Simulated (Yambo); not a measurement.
YVO₄ (space group I4_1/amd, No. 141), G0W0@PBEsol in Yambo with this input:

```
rim_cut
gw0
dyson
el_el_corr
HF_and_locXC
ppa
em1d
RandQpts= 1000000
RandGvec= 1 Ry
EXXRLvcs= 84 Ry
VXCRLvcs= 336 Ry
Chimod= "HARTREE"
% BndsRnXp
 3 | 250 |
%
NGsBlkXp= 7 Ry
% LongDrXp
 1.0 | 1.0 | 1.0 |
%
PPAPntXp= 27.2114 eV
% GbndRnge
 1 | 250 |
%
GTermKind= "BG"
DysSolver= "n"
ExtendOut
```

On a 2×2×2 mesh, with wavefunctions cut at 84 Ry, the gap (Γ → Γ) is 5.036 eV and the valence edge shifts by -0.603 eV.

Problem. What happens with this change: no random integration?

Solution. The gap falls by 0.085 eV, to 4.951 eV; the shift of the valence edge becomes -0.332 eV. Neither run is shown to be the converged limit.

Geometry of the Materials Project entry, not relaxed at this level; primitive cell a = 5.947 Å, b = 5.947 Å, c = 5.947 Å, α = 106.28°, β = 106.28°, γ = 116.07°.

The runs are not spin-polarised; magnetic order was not tried.

A shift is the quasiparticle energy of the state minus its PBEsol energy.
